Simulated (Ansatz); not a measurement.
Relaxed InAs (zinc blende):

```xyz
4
Lattice="0.0000 6.1091 6.1091 3.0546 0.0000 3.0546 3.0546 3.0546 0.0000" Properties=species:S:1:pos:R:3 pbc="T T T"
As     4.5818     4.5818     4.5818
As     4.5818     7.6364     7.6364
In     0.0000     0.0000     0.0000
In     3.0546     6.1091     3.0546
```

In each cell atom 4 (In, nearest neighbour As at 2.645 Å; its periodic images, 4.3 Å or more away, move with it) moves by s·(0.577, 0.577, 0.577) (along Cartesian [111]), the rest being held.

These are r2SCAN (plane waves to 500 eV, PAW, scalar-relativistic; Ansatz, a quantum-chemistry and plane-wave program) values and carry that method's errors. k mesh 4×8×8 (Γ-centred), Fermi-Dirac smearing 0.05 eV. The energy includes the smearing's −TS. InAs was relaxed with its symmetry unable to fall. ΔE is measured from the undisplaced structure.

```json
[
 {"s (Å)": "-0.530", "ΔE (meV/cell)": "1902"},
 {"s (Å)": "-0.424", "ΔE (meV/cell)": "1068"},
 {"s (Å)": "-0.318", "ΔE (meV/cell)": "530"},
 {"s (Å)": "-0.212", "ΔE (meV/cell)": "209"},
 {"s (Å)": "-0.106", "ΔE (meV/cell)": "47"},
 {"s (Å)": "0.000", "ΔE (meV/cell)": "0"},
 {"s (Å)": "0.106", "ΔE (meV/cell)": "37"},
 {"s (Å)": "0.212", "ΔE (meV/cell)": "132"},
 {"s (Å)": "0.318", "ΔE (meV/cell)": "265"},
 {"s (Å)": "0.424", "ΔE (meV/cell)": "withheld"},
 {"s (Å)": "0.530", "ΔE (meV/cell)": "585"}
]
```

### Question
Fit a polynomial form (powers 2, 3, 4) to the given rows and predict ΔE at s = 0.424.

### Answer
Least squares on the 10 given rows: ΔE = (3609)·s² + (-4393)·s³ + (2894)·s⁴, in meV/cell with s in Å; root-mean-square residual 5.8 meV/cell. At 0.424 the fit gives 407 meV/cell; the calculation gives 420 meV/cell, so the interpolation is off by -13 (-3.1 %). The quadratic term alone would give 649 meV/cell.

(A displaced cell: forces are minus the slopes of the energy, force constants its curvatures, and phonons follow from these.)
